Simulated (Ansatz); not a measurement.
Computed scan of one atom of the cell: SiC (zinc blende)

Relaxed SiC (zinc blende):

```yaml
crystal:
  lattice:
    - [0.00000, 2.18988, 2.18988]
    - [2.18988, 0.00000, 2.18988]
    - [2.18988, 2.18988, 0.00000]
  atoms:
    - { symbol: C, position: [0.75000, 0.75000, 0.75000] }
    - { symbol: Si, position: [0.00000, 0.00000, 0.00000] }
```

In each cell atom 1 (C, nearest neighbour Si at 1.896 Å; its periodic images, 3.1 Å or more away, move with it) moves by s·(-0.577, -0.577, 0.577) (towards the nearest neighbour), the rest being held.

These are PBE (plane waves to 420 eV, PAW, scalar-relativistic; Ansatz, an electronic-structure program) values and carry that method's errors. k mesh 10×10×10 (Γ-centred), Fermi-Dirac smearing 0.05 eV. The energy includes the smearing's −TS. Stress and pressure are positive under compression. F∥ is the force on the atom along that direction. SiC was relaxed with its symmetry unable to fall. ΔE is measured from the undisplaced structure.

```csv
s (Å),ΔE (meV/cell),P (GPa),F∥ (eV/Å)
-0.190,255,3.0,2.305
-0.152,173,2.0,2.022
-0.114,103,1.2,1.656
-0.076,48,0.6,1.201
-0.038,13,0.2,0.652
0.000,0,0.0,0.000
0.038,14,0.2,-0.763
0.076,59,0.7,-1.645
0.114,141,1.8,-2.659
0.152,263,3.3,-3.819
0.190,433,5.5,-5.141
```

What the scan shows:

```
Quantity                                                                                                                                                      Result
-----------------------------------------------------------------  -------------------------------------------------------------------------------------------------
Energy at s = 0.190 Å                                                                                                                                   433 meV/cell
Force along the line at s = -0.190 Å                                                                                                                       2.31 eV/Å
Symmetry of the curve                                                                                            not even: the positive side lies higher at ±0.190 Å
Shape of the curve                                                                                    a single well with its minimum at or next to zero displacement
Force constant k = d²E/ds² at s = 0 (finite differences)                                                                                                  18.6 eV/Å²
Harmonic estimate at the end of the scan                           ½ks² = 335 meV/cell against the computed 433 meV/cell, so the well is stiffer than harmonic there
Zone-centre optical wavenumber from k (transverse: no LO-TO term)                                                                                           775 cm⁻¹
```

(A displaced cell: forces are minus the slopes of the energy, force constants its curvatures, and phonons follow from these.)
